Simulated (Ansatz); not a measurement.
Data:

K₃P (space group P6_3/mmc)

```
K3P
1.0
    5.67456     0.00000     0.00000
   -2.83728     4.91432     0.00000
    0.00000     0.00000    10.03381
K P
6 2
Direct
  0.33333   0.66667   0.58087
  0.66667   0.33333   0.41913
  0.66667   0.33333   0.08087
  0.33333   0.66667   0.91913
  0.00000   0.00000   0.75000
  0.00000   0.00000   0.25000
  0.66667   0.33333   0.75000
  0.33333   0.66667   0.25000
```

E(V) scan at fixed shape, V₀ the volume above. The atoms relax within the cell's symmetry.

The numbers are results of r2SCAN (plane waves to 500 eV, PAW, scalar-relativistic; Ansatz, an electronic-structure program), not measurements. k mesh 7×7×4 (Γ-centred), Fermi-Dirac smearing 0.05 eV. The energy includes the smearing's −TS. Stress and pressure are positive under compression. With the shape held, the modulus is that of even scaling; a crystal free to change shape is softer. K3P was relaxed with its symmetry unable to fall. ΔE is measured from the relaxed starting cell.

The scan covers V/V₀ from 0.840 to 1.160 in 11 points.

Task: What is ΔE at V/V₀ = 1.160?

Result: 34.0 meV/atom.

Task: What is ΔE at V/V₀ = 0.840?

Result: 60.2 meV/atom.

Task: What pressure does the cell carry at V/V₀ = 0.840?

Result: 4.01 GPa.

(A scan under strain: stresses follow from slopes of the energy per volume, elastic moduli from its curvatures.)
